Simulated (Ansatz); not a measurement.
Values for one crystal, relaxed and computed with DFT-r²SCAN in the program Ansatz with PAW potentials; other levels are named.

| Property | Value |
|---|---|
| Volume per atom | 14.74 Å³ |
| Electronic character | metallic (no gap) |
| Formation energy from the elements (no fitted shifts) | -0.49 eV/atom |
| Density of states at the Fermi level | 0.11 states/eV per atom (mean over ±0.08 eV) |
| Gap with spin–orbit coupling | none (metallic) |

### Question
Which of these materials gives this?
(A) CeGe2Ru2, I4/mmm (Ce on 2a, Ge on 4e, Ru on 4d)
(B) Co2Ge, Pnma (Co on 4c, Co on 4c, Ge on 4c)
(C) GeRh, P2_13 (Ge on 4a, Rh on 4a)
(D) CeCo2Ge2, I4/mmm (Ce on 2a, Co on 4d, Ge on 4e)

### Answer
C, GeRh, P2_13 (Ge on 4a, Rh on 4a)

The first step of the workflow began from a Materials Project structure, measured or hypothetical; the Crystallography Open Database copy checked does not list it. COD files the formula under space group No. 62, so this cell is another polymorph or a model. Its standing as an ambient phase is unchecked. The r²SCAN relaxation kept the symmetry of its start; its stability against distortions is not shown here. The run is not spin-polarised. The references are the lowest solids computed at this level, not always the standard phases. Spin–orbit coupling is left out wherever it is not named.

Potentials: the later of the program's two PAW sets.
